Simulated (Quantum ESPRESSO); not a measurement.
AlSi2N3O (made-up cell, one site empty) (calculated)

Computed with Quantum ESPRESSO 7.5. Calculation on a made-up crystal cell, not a measurement, run twice, once with a planted mistake found by running each candidate: periodic Kohn-Sham density functional theory in plane waves with PseudoDojo standard norm-conserving scalar-relativistic pseudopotentials, each functional with its own files (v0.5 for PBE, v0.4.1 for LDA and PBEsol), no spin polarisation, no spin-orbit coupling, atoms not relaxed, stress positive in tension, energies less a fixed whole-eV offset for each atom's element; levels are Kohn-Sham levels at fractions of this cell's reciprocal vectors, counted from the reference band (half the neutral cell's valence electrons, rounded up) at Gamma; error bars cover cutoff and k-mesh only, not smearing or the files; each bar is the largest change over components, and at least 0.002 eV, 0.002 eV per angstrom or 0.02 GPa; a charged cell sits in a uniform background, with energy and stress on this program's zero of potential; energies are for the whole cell, and the offsets were chosen from early runs and are not element reference energies; a distance is the largest change of any value in units of its error bar (the energy's for the smearing term), a scale change is of lengths, and a coarse mesh keeps the half-step shift.

Entry: AlSi2N3O (made-up cell, one site empty)

Intended structure:
```
AlSi2N3O
1.0
      2.9407     0.0147    -0.0316
      0.0254     5.0407    -0.0173
     -0.0517    -0.0163     4.7281
Si Al N O N
2 1 2 1 1
Direct
  0.49077 0.49419 0.00490
  0.49487 0.16698 0.50133
  -0.00753 0.66840 0.49192
  0.00551 0.00611 0.37440
  0.50118 0.49502 0.36935
  0.50266 0.17241 0.87341
  0.01044 0.66408 0.86999
```

* lattice type: wurtzite
* empty site: 1
* intended functional: pbe
* intended cutoff: 1143 eV
* intended fermi dirac smearing: 0.025 eV
* intended scf tolerance: 1e-07 eV
* intended electrons removed: 0
* healthy free energy less offsets: -1.301 eV
* healthy scf iterations: 11
* healthy smearing term minus ts: 0 eV
* healthy pressure: 7.35 GPa
* healthy stress xx: -4.76 GPa
* healthy stress yy: -9.59 GPa
* healthy stress zz: -7.69 GPa
* healthy stress yz: 0.58 GPa
* healthy stress xz: -4.43 GPa
* healthy stress xy: 0.95 GPa
* healthy reference band: 16
* faulty free energy less offsets: 14.498 eV
* faulty scf iterations: 14
* faulty smearing term minus ts: -0.005 eV
* faulty pressure: 47.65 GPa
* faulty stress xx: -9.67 GPa
* faulty stress yy: -96.27 GPa
* faulty stress zz: -37 GPa
* faulty stress yz: -21.97 GPa
* faulty stress xz: -1.32 GPa
* faulty stress xy: 3.3 GPa
* faulty reference band: 16
* candidate k points along each vector: 2
* candidate cutoff: 788 eV
* candidate smearing: 0.86 eV
* candidate functional: pbesol
* candidate scf tolerance: 0.07 eV
* candidate electrons removed: 1
* candidate scale change: 1.27 percent
* candidate first exchanged site: 3
* candidate second exchanged site: 7
* intended k mesh: 6 x 4 x 4, shifted by half a step
* structure shown: as intended, without the mistake
* fault kind: atoms exchanged
* other mistakes compared: 7
* distance from healthy: 7900 error bars
* distance from nearest other mistake: 6819 error bars
* healthy error bar energy: 0.002 eV
* healthy error bar stress: 0.02 GPa
* healthy error bar force: 0.003181 eV/Å
* healthy error bar next band up: 0.002 eV

Atoms:
```csv
atoms element,atom site,atom energy offset (eV)
Si,2,-115
Si,3,-115
Al,4,-64
N,5,-283
N,6,-283
O,7,-452
N,8,-283
```

Healthy forces:
```csv
site,x (eV/Å),y (eV/Å),z (eV/Å)
2,0.906,0.207,-3.922
3,0.658,-2.383,1.222
4,0.695,1.831,0.731
5,-0.643,2.377,1.56
6,-0.619,-1.662,-0.58
7,0.034,2.489,-1.706
8,-1.03,-2.858,2.695
```

Healthy levels:
```csv
level k point,next band up (eV)
Gamma,4.131
"(1/2,1/2,1/2)",4.085
"(0.15,0,0)",4.938
"(0,0.15,0)",4.397
"(0,0,0.15)",4.283
```

Faulty forces:
```csv
site,x (eV/Å),y (eV/Å),z (eV/Å)
2,0.572,18.423,5.927
3,-0.699,-3.305,1.149
4,0.673,-0.347,0.183
5,0.563,1.806,-1.294
6,-0.533,3.232,-1.912
7,0.409,-19.123,-6.034
8,-0.985,-0.687,1.981
```

Faulty levels:
```csv
level k point,next band up (eV)
Gamma,1.063
"(1/2,1/2,1/2)",0.143
"(0.15,0,0)",0.418
"(0,0.15,0)",1.029
"(0,0,0.15)",1.042
```

Candidate mistake: coarse kmesh, low cutoff, wide smearing, wrong functional, loose scf, wrong charge, cell scaled, atoms exchanged
